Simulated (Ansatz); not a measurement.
Input file for Ansatz (a program for electronic structure):

Ansatz 0.2 input:
```yaml
crystal:
  lattice:
    - [4.147363566, 0.0, 0.0]
    - [0.0, 4.147363566, 0.0]
    - [0.0, 0.0, 4.147363566]
  atoms:
    - { symbol: O, position: [0.0, 0.5, 0.5] }
    - { symbol: O, position: [0.5, 0.0, 0.5] }
    - { symbol: O, position: [0.5, 0.5, 0.0] }
    - { symbol: Ba, position: [0.0, 0.0, 0.0] }
    - { symbol: Zr, position: [0.5, 0.5, 0.5] }
kpoints:
  mp_grid: { grid: [7, 7, 7] }
hamiltonian:
  xc: lda
  pseudopotentials: { kind: paw }
scf:
  occupations: { method: fixed }
elastic: { mode: relaxed_ion, stencil: two_point, amplitude: 0.005, f_tol: 0.0005 }
```

Output (shortened):

```
Pseudopotential: O, paw, valence charge 6
Pseudopotential: Ba, paw, valence charge 10
Pseudopotential: Zr, paw, valence charge 12
Functional definition: SPW92
Crystal: 5 atoms, lattice volume = 71.337 Å³
Basis set: ecut = 420 eV, 1365 PW (Γ)
Bands: 25, of which v1, the nominal top of the filled ones, is band 20 counted from 1 (19 counted from 0)
Symmetry: 48 space group operations
Space group: Pm-3m (ITA 221), of the structure as read, at distance tolerance 4.1e-5 Å
k-points: 20 of 343
SCF 1 converged in 9 iterations: F = -11532.391447 eV  dr2 = 8.74e-14
Crystal: 5 atoms, lattice volume = 70.981 Å³
Basis set: ecut = 420 eV, 1357 PW (Γ)
Symmetry: 16 space group operations
k-points: 40 of 343
SCF 2 converged in 10 iterations: F = -11532.389646 eV  dr2 = 2.85e-15
Crystal: 5 atoms, lattice volume = 71.694 Å³
SCF 3 converged in 8 iterations: F = -11532.389581 eV  dr2 = 1.13e-14
Crystal: 5 atoms, lattice volume = 71.337 Å³
Basis set: ecut = 420 eV, 1361 PW (Γ)
Symmetry: 8 space group operations
k-points: 64 of 343
SCF 4 converged in 10 iterations: F = -11532.391156 eV  dr2 = 2.21e-15
Crystal: 5 atoms, lattice volume = 71.337 Å³
SCF 5 converged in 7 iterations: F = -11532.391156 eV  dr2 = 9.66e-15
SCF converged after 9 iterations
Free energy (F): -11532.391447 eV
Harris-Foulkes:  -11532.391447 eV  (|F-HF|=3.64e-12)
Internal energy: -11532.391447 eV  (E = F + TS)
E sigma→0 (E₀):  -11532.391447 eV
Fermi energy:    9.808774 eV
--- Per-component energies (eV) ---
  E_band       = -84.397788
  E_kinetic    = 1033.121053
  E_local      = -1909.488163  (includes V_loc(G=0)·N_el)
  E_nonlocal   = 289.155463
  E_hartree    = 673.198525
  E_xc         = -550.082285
  E_vxc        = -612.904378  (∫ρ·V_xc dr)
  E_paw        = -8346.907006  (= ΣΔE_a)
  E_vpaw       = -230.686458  (= ΣTr[D̂ρ^β])
  E_aug_tail   = 0.007652  (compensation charges beyond the density's cutoff)
  E_ewald      = -2722.340367
  E_core_change = 0.943681  (= ΣΔE_core)
  E_smearing   =  0.000000  (= −TS)
  E_closure    = 0.000000  (closes the sum)
  Σ components = -11532.391447   (vs F -11532.391447, Δ=0.00e0)
--- Forces (eV/Å), atoms counted from 1 ---
  atom   1  O      0.00000000     0.00000000     0.00000000
  atom   2  O      0.00000000     0.00000000     0.00000000
  atom   3  O      0.00000000     0.00000000     0.00000000
  atom   4  Ba     0.00000000     0.00000000     0.00000000
  atom   5  Zr     0.00000000     0.00000000     0.00000000
  max |Σ_I F_I| component: 0.0 eV/Å
--- Stress (GPa, compression-positive) ---
       -0.005516       0.000000       0.000000
        0.000000      -0.005516       0.000000
        0.000000       0.000000      -0.005516
  P = ⅓ Tr σ = -0.0055 GPa (-0.055 kbar)
--- Band table (eV; the first three rows and the last of 20) ---
  k-point 0: bands = ["-36.7058", "-15.1230", "-14.9893", "-14.9893", "-14.9893", "-6.2259", "-5.9477", "-5.9477", "-0.2359", "-0.2359", "-0.2359", "8.4873", "8.4873", "8.4873", "8.8032", "8.8032", "8.8032", "9.7173", "9.7173", "9.7173", "13.0659", "13.0659", …
  k-point 1: bands = ["-36.7051", "-15.2015", "-14.9877", "-14.9877", "-14.9518", "-6.2333", "-5.9427", "-5.7938", "-0.2210", "-0.2210", "-0.1862", "8.1525", "8.4055", "8.4055", "8.6093", "8.6093", "8.6501", "9.1658", "9.6501", "9.6501", "13.1308", "13.5519", …
  k-point 2: bands = ["-36.7035", "-15.3376", "-14.9839", "-14.9839", "-14.9030", "-6.3406", "-5.9315", "-5.3289", "-0.1871", "-0.1871", "-0.0762", "7.1625", "8.1741", "8.1741", "8.2859", "8.2859", "8.3460", "8.4387", "9.5528", "9.5528", "13.2905", "14.6258", …
  k-point 19: bands = ["-36.6953", "-15.2443", "-15.2415", "-15.2415", "-14.9706", "-4.9801", "-4.9322", "-4.9322", "-0.7715", "-0.7715", "-0.6880", "6.1869", "6.1869", "6.4598", "7.1936", "7.3515", "7.3515", "9.7412", "9.7412", "9.8088", "16.0146", …
--- Elastic constants: 2 strain directions × 2 members + reference (group order 48) ---
  dense FFT box of the reference and of every strained cell: 30×30×30
  strains applied: 11, 23; error gains: componentwise 1.00 (the most a stress slope's error grows in a printed constant), spectral 1.73 (1 for all six strains …
  C = ∂σ_k/∂η_j (tension-positive GPa; Voigt order 11 22 33 23 13 12):
       351.218     87.357     87.357      0.000      0.000      0.000
        87.357    351.218     87.357      0.000      0.000      0.000
        87.357     87.357    351.218      0.000      0.000      0.000
         0.000      0.000      0.000     87.911      0.000      0.000
         0.000      0.000      0.000      0.000     87.911      0.000
         0.000      0.000      0.000      0.000      0.000     87.911
  reference stress σ⁰ (GPa):      0.006      0.006      0.006      0.000      0.000      0.000
  moduli (Voigt/Reuss/Hill, GPa): K = 175.31/175.31/175.31   G = 105.52/101.45/103.48   E = 259.41   ν = 0.253
  mechanically stable: yes (min eigenvalue of sym C = 87.91 GPa)
  strain η (Voigt 11):  stress-route row diagonal C_11 = 351.22 GPa, energy-path curvature d²(F+E_count+ΔE)/dδ²/Ω₀ = 351.83 GPa
         δ    σ_11 (GPa)             F (eV)   n_scf  n_hpsi   n_pw
    -5.000e-3      -1.7979      -11532.3896460      10   21654   1399   relax 0 steps, max|allowed force component| 0.0 eV/Å
     5.000e-3       1.7143      -11532.3895813       8   18853   1414   relax 0 steps, max|allowed force component| 0.0 eV/Å
  strain η (Voigt 23):  stress-route row diagonal C_44 = 87.91 GPa, energy-path curvature d²(F+E_count+ΔE)/dδ²/Ω₀ = 88.10 GPa
         δ    σ_23 (GPa)             F (eV)   n_scf  n_hpsi   n_pw
    -5.000e-3      -0.4396      -11532.3911558      10   34039   1409   relax 0 steps, max|allowed force component| 0.0 eV/Å
     5.000e-3       0.4396      -11532.3911558       7   27615   1409   relax 0 steps, max|allowed force component| 0.0 eV/Å
```

Cost: very roughly 16 core-seconds on shared cores.

Symmetry was held in the LDA relaxation. At this level the phase is dynamically unstable (imaginary phonons). The run is not spin-polarised. Scalar-relativistic: spin–orbit coupling is off unless named, which matters more the heavier the elements.

Potentials: the later of the program's two PAW sets.

Ansatz is a plane-wave DFT program.
